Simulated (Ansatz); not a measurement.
# Computed properties of Mg2TeS

Mg₂TeS:
```
CELL_PARAMETERS angstrom
      2.10601     1.21591     6.94657
     -2.10601     1.21591     6.94657
      0.00000    -2.43181     6.94657
ATOMIC_POSITIONS crystal
  Mg 0.99058 0.99058 0.99058
  Mg 0.51043 0.51043 0.51043
  Te 0.12241 0.12241 0.12241
  S  0.62655 0.62655 0.62655
```

Space group R3m (No. 160); conventional cell a = b = 4.2120 Å, c = 20.8397 Å, α = β = 90.00°, γ = 120.00°.

Method: LDA (plane waves, PAW; program Ansatz). Structure relaxed to zero pressure with the same functional. Other levels are named where they apply.

Cell and energy:

```
Item                                                           Value
-----------------------------------------------------  -------------
Volume per atom                                             26.68 Å³
Density                                                   3.24 g/cm³
Formation energy from the elements (no fitted shifts)  -1.09 eV/atom
```

Electronic structure:

```
Quantity                                                                       Value
--------------------------------------------  --------------------------------------
Band gap                                                            1.38 eV (direct)
Valence-band maximum                                                            at Γ
Conduction-band minimum                                                         at Γ
Electron effective mass                       0.20, 0.23, 0.23 mₑ (principal values)
Hole effective mass, band 1 of 2 at the edge           1.0 along x, 7.2 along z (mₑ)
Hole effective mass, band 2 of 2 at the edge          0.16 along x, 7.2 along z (mₑ)
```

Mechanics:

```
Property                              Result
----------------------------------  --------
Bulk modulus (Birch–Murnaghan fit)  46.6 GPa
Pressure derivative B′                   4.0
```

Phonons:

```
Quantity                                                            Result
--------------------------------------------------  ----------------------
Highest zone-centre frequency (without LO–TO term)                352 cm⁻¹
Zone-centre stability                               no imaginary mode at Γ
```

The first step of the workflow began from a Materials Project structure, measured or hypothetical; the Crystallography Open Database copy checked does not list it. Its standing as an ambient phase is unchecked. The LDA relaxation kept the symmetry of its start. The references are the lowest solids computed at this level, not always the standard phases. Spin–orbit coupling is left out wherever it is not named.

Potentials: the later of the program's two PAW sets.
